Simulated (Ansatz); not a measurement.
A geometry of Pd away from equilibrium: step 4 of the relaxation of a generated trial cell of Pd in the AFLOW prototype A_cI16_220_c (as in Li). Method: r2SCAN (plane waves to 500 eV, PAW, scalar-relativistic; Ansatz, an electronic-structure program). Γ-centred k-mesh 8×8×8 on the run's cell (coarser than for final values), Fermi–Dirac smearing 0.05 eV.

```xyz
8
Lattice="-3.0891 3.0891 3.0891 3.0891 -3.0891 3.0891 3.0891 3.0891 -3.0891" Properties=species:S:1:pos:R:3:forces:R:3 pbc="T T T" free_energy=-55885.552 pressure_GPa=4.1
Pd     1.4599     1.4599     1.4599    0.0481    0.0481    0.0481
Pd    -1.4599     1.6292     1.4599   -0.0481   -0.0481    0.0481
Pd     1.6292     1.4599    -1.4599   -0.0481    0.0481   -0.0481
Pd     1.4599    -1.4599     1.6292    0.0481   -0.0481   -0.0481
Pd     3.0045     3.0045     3.0045    0.0481    0.0481    0.0481
Pd     0.0846     3.1737    -0.0846   -0.0481   -0.0481    0.0481
Pd     3.1737    -0.0846     0.0846   -0.0481    0.0481   -0.0481
Pd    -0.0846     0.0846     3.1737    0.0481   -0.0481   -0.0481
```

Positions in Å, forces in eV/Å, free energy of the cell in eV (comparable only within this code, potentials and settings). Largest force: 0.08 eV/Å, on Pd1, Pd2, Pd3, Pd4, Pd5, Pd6, Pd7, Pd8 (atoms numbered as listed); the geometry lies 0.01 eV/atom above the end of its relaxation.

No spin polarisation in the result.

The run could not lower the symmetry of its start; a shaken copy of this end point relaxes with r2SCAN to Fm-3m (No. 225), 0.04 eV/atom lower.

The end of the path is a generated cell of Pd: the first start was made by placing the elements on the sites of a structure type, and the end was not matched to a known phase here, so it may be hypothetical. Known forms of Pd include space group No. 225.
